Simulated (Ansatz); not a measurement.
Relaxed candidate structures of SrTe:

A. F-43m (No. 216), cF8, zinc blende type; a = b = c = 7.4481 Å, α = β = γ = 90.00°; Te 4c (0.250, 0.250, 0.250); Sr 4a (0.000, 0.000, 0.000)

B. Fm-3m (No. 225), cF8, rock salt type; a = b = c = 6.706 Å, α = β = γ = 90.00°; Sr 4b (0.500, 0.500, 0.500); Te 4a (0.000, 0.000, 0.000)

Question: Put the candidates in order of energy per atom, lowest first, for r2SCAN (plane waves to 500 eV, PAW, scalar-relativistic; Ansatz, a program for electronic structure).

Answer: B (reference, the lowest of the structures calculated here), A (+324 meV/atom)

Question: Give each candidate's band gap.

Answer: No candidate is metallic. A: 3.23 eV (no spin-orbit coupling); B: 2.17 eV (no spin-orbit coupling).

Each run could gain symmetry but not lose that of its start, so entries can be saddle points. From databases, or of a type measured for this composition: Fm-3m, cF8, rock salt type; the others are generated cells (placed on structure types, drawn at random, substituted or restacked) that were not matched to a known phase here. Static energies at zero pressure. Each cell has its own k-point mesh; energy differences are given only to the digits this allows. No spin polarisation in the result. Spin-orbit coupling is missing; with elements this heavy it can move band edges by tenths of an eV or more.
